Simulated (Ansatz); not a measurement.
MoPt:
```
MoPt
1.0
    4.47443     0.00000     0.00000
    0.00000     2.72973     0.00000
    0.00000     0.00000     4.95332
Mo Pt
2 2
Direct
  0.25000   0.00000   0.16227
  0.75000   0.00000   0.83773
  0.25000   0.50000   0.66336
  0.75000   0.50000   0.33664
```

Relaxed with r²SCAN. Special points in fractions of this cell's reciprocal vectors: Γ (0.000, 0.000, 0.000); X (0.500, 0.000, 0.000); S (0.500, 0.500, 0.000); Y (0.000, 0.500, 0.000); Z (0.000, 0.000, 0.500); U (0.500, 0.000, 0.500); R (0.500, 0.500, 0.500); T (0.000, 0.500, 0.500).

Problem. List the band energies nearest the Fermi level at these points for DFT-r²SCAN in the program Ansatz with PAW potentials.

Solution. In eV from the Fermi level; about four levels below and three above (degenerate sets whole), none deeper than 8.9 eV; points with the same levels are listed once.

| k | below | above |
|---|---|---|
| Γ | -2.41 -1.93 -1.88 -1.53 | 0.29 1.60 1.91 |
| X | -2.31 -2.31 -0.25 -0.25 | 0.43 0.43 1.66 1.66 |
| S | -2.32 -2.32 -0.56 -0.56 | 0.52 0.52 2.78 2.78 |
| Y | -1.79 -1.51 -1.30 -0.06 | 1.03 1.60 1.90 |
| Z | -2.38 -2.10 -2.10 -1.59 | 0.48 1.17 1.54 |
| U | -2.43 -2.43 -2.28 -2.28 | 0.48 0.48 1.00 1.00 |
| R | -0.64 -0.64 -0.58 -0.58 | 0.64 0.64 0.65 0.65 |
| T | -1.99 -1.56 -1.40 -0.93 | 0.47 0.63 0.72 |

Space group Pmma. The first step of the workflow began from a Materials Project structure, measured or hypothetical; the Crystallography Open Database copy checked does not list it. With Mo and Pt taken as one species the cell has the higher symmetry P6_3/mmc, so it may be an ordered model of a mixed-site phase. Its standing as an ambient phase is unchecked. The cell was relaxed with r²SCAN under the symmetry of its start; of distortions, only those at the zone centre were tested. No spin polarisation was allowed. Scalar-relativistic: spin–orbit coupling is off unless named, which matters more the heavier the elements.

Potentials: the later of the program's two PAW sets.
